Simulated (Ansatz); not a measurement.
# A series in space group Fm-3m

All 3 crystals share space group Fm-3m (No. 225) and the same kinds of sites, 1 atom in the primitive cell. They are database entries and needn't be the stable phases. The set is a selection: crystals with unstable modes on a coarse mesh or in a metal were left out. Cells are relaxed by PAW under the functional.

Quantity: harmonic phonons by finite displacements (negative means unstable), on a 4×4×4 q mesh. Level: PBEsol, all-electron LAPW in Ansatz 0.2.0, scalar-relativistic.

| crystal | cell (conventional) | k mesh | smearing (eV) |
| --- | --- | --- | --- |
| Li | a = 4.319 Å | 20×20×20 | 0.05 |
| Pb | a = 4.931 Å | 16×16×16 | 0.05 |
| Pd | a = 3.875 Å | 20×20×20 | 0.05 |

**Question.** Rank them by lowest at X, lowest first.
A. Pb
B. Li
C. Pd

**Answer.** A (41.8 cm⁻¹), C (160 cm⁻¹), B (242 cm⁻¹).

All values:

| crystal | highest mode (cm⁻¹) | lowest at L (cm⁻¹) | lowest at X (cm⁻¹) | lowest at W (cm⁻¹) |
| --- | --- | --- | --- | --- |
| Li | 348 | 128 | 242 | 223 |
| Pb | 77.5 | 32.6 | 41.8 | 55.2 |
| Pd | 235 | 115 | 160 | 149 |

Keep in mind: responses of metals move with mesh and smearing; no spin-orbit coupling on heavy atoms (Pb).
